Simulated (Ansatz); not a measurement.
Phonon spectrum of Si4Ge2Ir

These are results of DFT PBE, scalar-relativistic, plane waves, PAW (Ansatz), not measurements. Settings: 420 eV plane-wave cutoff, Γ-centred 8×8×4 mesh, Gaussian smearing of 0.10 eV. No spin polarisation. Phonons by linear response, acoustic sum rule imposed.

Relaxed structure:
```
CELL_PARAMETERS angstrom
4.13670 0.00000 0.00000
0.00000 4.13670 0.00000
0.00000 0.00000 8.10711
ATOMIC_POSITIONS crystal
Si 0.00000 0.50000 0.82818
Si 0.50000 0.00000 0.82818
Si 0.00000 0.50000 0.17182
Si 0.50000 0.00000 0.17182
Ge 0.00000 0.00000 0.65176
Ge 0.00000 0.00000 0.34824
Ir 0.50000 0.50000 0.00000
```

The structure comes from a generated guess, relaxed at this level; another structure or a mixture of phases may lie lower. In a metal, frequencies and elastic constants depend on the k mesh and the smearing, soft modes and shear constants most. Some empty bands missed the eigensolver's threshold. Spin–orbit coupling is left out, which matters for heavy elements. The q mesh is coarse, so values between its points are rough.

Force constants from linear response on a 2×2×1 q mesh.

Problem. Is the structure dynamically stable on the q mesh?

Solution. Yes, on this mesh: no mode is imaginary. Between the mesh points the interpolation dips to 24i cm⁻¹.

Problem. Give the frequencies (cm⁻¹) at the zone-boundary points of high symmetry (interpolated where a point lies off the q mesh).

Solution.
```tsv
point	q	frequencies
X	0.000 0.500 0.000	20 35 79 84 114 130 132 134 225 229 262 274 286 289 290 291 295 296 304 333 350
M	0.500 0.500 0.000	101 118 118 120 120 144 144 149 226 226 227 230 254 265 265 299 308 308 321 334 409
Z	0.000 0.000 0.500	24i 24i 57 57 72 95 95 148 212 243 253 253 254 254 270 314 314 322 333 333 365
R	0.000 0.500 0.500	21 35 79 82 86 130 135 165 208 230 260 278 285 286 289 291 295 302 315 324 350
A	0.500 0.500 0.500	111 114 114 123 123 146 146 149 216 226 227 230 254 264 264 308 308 310 314 334 409
```
